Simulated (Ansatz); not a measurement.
Space group P4/mmm (No. 123). a = 4.627 Å, b = 4.627 Å, c = 7.452 Å, α = 90.00°, β = 90.00°, γ = 90.00°
| atom | site | symmetry | x | y | z |
| --- | --- | --- | --- | --- | --- |
| Y | 1a | 4/mmm | 0.0000 | 0.0000 | 0.0000 |
| In | 4i | 2mm. | 0.0000 | 0.5000 | 0.3017 |
| In | 1c | 4/mmm | 0.5000 | 0.5000 | 0.0000 |
| Rh | 1b | 4/mmm | 0.0000 | 0.0000 | 0.5000 |

Equation of state of this YIn5Rh structure (not necessarily the ground state), with shape and atoms relaxed at each volume where symmetry leaves them free. It has no gap at any of these volumes. Theory: Ansatz, DFT r2SCAN, scalar-relativistic, plane waves, PAW.

Cutoff 500 eV; k points 8×8×6 on the computed 7-atom cell (Γ-centred); Gaussian smearing, width 0.10 eV; no spin polarisation.

```
V (Å³/atom) E − E(largest V) (meV/atom) P (GPa)
     20.060                        57.91    13.81
     20.743                         8.63     9.41
     21.427                       -23.48     5.72
     22.111                       -41.09     2.61
     22.795                       -46.49     0.00
     23.479                       -41.68    -2.16
     24.163                       -28.41    -3.96
     25.074                         0.00    -5.89
```

Q: Fit a third-order Birch–Murnaghan equation to E(V).

A: V0 = 22.80 Å³/atom, B0 = 79 GPa, B0' = 4.9.

Cost: 8 runs of about 28 core-minutes in all, on Oxide Virtual Turin-like Processor (Zen 5) (shared hosts).